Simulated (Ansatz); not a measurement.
AlBN$_{2}$:
Space group I-42d (No. 122); a = 4.1049 Å, b = 4.1049 Å, c = 7.6859 Å, α = 90.00°, β = 90.00°, γ = 90.00°

| atom | site | symmetry | x | y | z |
|---|---|---|---|---|---|
| Al | 4a | -4.. | 0.0000 | 0.0000 | 0.0000 |
| B | 4b | -4.. | 0.0000 | 0.0000 | 0.5000 |
| N | 8d | .2. | 0.3060 | 0.2500 | 0.1250 |
(The calculation used a cell of 8 atoms; values per cell refer to that cell.)

This is the PBE-relaxed structure.

Q: All from PBE (plane waves, PAW; program Ansatz), unless another level is named. Give the band gap.

A: 2.89 eV (direct).

Q: Predict the electron effective mass.

A: 0.36, 0.36, 0.44 mₑ (principal values).

Q: What about the weight of the valence-edge state by species (Voronoi cells)?

A: N 84 %, B 10 %, Al 6 %.

Q: And the valence-band maximum?

A: at Γ.

Q: Predict the weight of the conduction-edge state by species (Voronoi cells).

A: Al 43 %, N 34 %, B 23 %.

The start of the workflow was typed in or built on a structure type; neither database checked (COD, Materials Project) lists it. Its standing as an ambient phase is unchecked. The cell was relaxed with PBE under the symmetry of its start; whether a distortion lowers the energy is not shown. The volume moved by -17 % from the start of the relaxation.

Potentials: the later of the program's two PAW sets.
